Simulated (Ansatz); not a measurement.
A geometry of SnSe away from equilibrium: step 3 of the relaxation of a generated cell, SnSe built in the AFLOW prototype AB_cI16_199_a_a (B_a). These are r2SCAN (plane waves to 500 eV, PAW, scalar-relativistic; Ansatz, a program for electronic structure) values and carry that method's errors. Γ-centred k-mesh 4×4×4 on the run's cell (coarser than for final values), Fermi–Dirac smearing 0.05 eV. The plane waves were selected for a different cell earlier on the path.

```
SnSe
1.0
   -3.69966     3.69966     3.69966
    3.69966    -3.69966     3.69966
    3.69966     3.69966    -3.69966
Se Sn
4 4
Cartesian
  3.51113   3.51113   3.51113
  0.18854   3.88820  -0.18854
  3.88820  -0.18854   0.18854
 -0.18854   0.18854   3.88820
  1.78245   1.78245   1.78245
 -1.78245   1.91722   1.78245
  1.91722   1.78245  -1.78245
  1.78245  -1.78245   1.91722
```

Task: What forces act on the atoms (eV/Å)?

Result: 
```
atom     Fx     Fy     Fz
----  -----  -----  -----
Se1    0.12   0.12   0.12
Se2   -0.12  -0.12   0.12
Se3   -0.12   0.12  -0.12
Se4    0.12  -0.12  -0.12
Sn5    0.41   0.41   0.41
Sn6   -0.41  -0.41   0.41
Sn7   -0.41   0.41  -0.41
Sn8    0.41  -0.41  -0.41
```

The path ends in I2₁3 (No. 199) (AFLOW prototype AB_cI16_199_a_a (B_a)). No spin polarisation in the result.

The run could not lose the symmetry of its start, so the end can be a saddle point.

The end of the path is a generated cell of SnSe: the first start was made by placing the elements on the sites of a structure type, and the end was not matched to a known phase here, so it may be hypothetical. Known forms of SnSe include space group No. 62.
